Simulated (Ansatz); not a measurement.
Total density of states per atom from DFT-PBEsol in the program Ansatz with PAW potentials, in 0.25 eV bins, energy from the Fermi level:

(E (eV), states/eV/atom): (-7.85, 0.24); (-7.60, 0.15); (-7.35, 0.07); (-7.10, 0.04); (-6.85, 0.02); (-6.60, 0.00); (-6.35, 0.00); (-6.10, 0.00); (-5.85, 0.00); (-5.60, 0.48); (-5.35, 0.79); (-5.10, 0.49); (-4.85, 0.40); (-4.60, 0.41); (-4.35, 0.91); (-4.10, 1.35); (-3.85, 1.04); (-3.60, 1.77); (-3.35, 2.29); (-3.10, 2.15); (-2.85, 1.02); (-2.60, 0.15); (-2.35, 0.19); (-2.10, 0.26); (-1.85, 0.22); (-1.60, 0.18); (-1.35, 0.14); (-1.10, 0.10); (-0.85, 0.04); (-0.60, 0.01); (-0.35, 0.00); (-0.10, 0.00); (0.15, 0.00); (0.40, 0.05); (0.65, 0.14); (0.90, 0.31); (1.15, 0.35); (1.40, 0.35); (1.65, 0.29); (1.90, 0.26); (2.15, 0.29); (2.40, 0.35); (2.65, 0.40); (2.90, 0.36); (3.15, 0.63); (3.40, 0.60); (3.65, 1.36); (3.90, 1.47); (4.15, 1.66); (4.40, 1.31); (4.65, 0.91)

**Question.** Pick the material that matches.
(A) AlFe, CsCl type
(B) CdO, rock salt
(C) Bi, hcp (Mg type)
(D) CsSnBr3, cubic perovskite

**Answer.** D, CsSnBr3, cubic perovskite. Within 0.5 eV of the Fermi level: Sn 5p 75 %, Br 4s 10 %, Br 4p 8 %. Projections are on Löwdin-orthogonalised atomic valence shells; empty p or d shells of many metals are not among them.

Space group Pm-3m (cubic perovskite). Symmetry was held in the PBEsol relaxation. Spin–orbit coupling is left out wherever it is not named.

Potentials: the later of the program's two PAW sets.
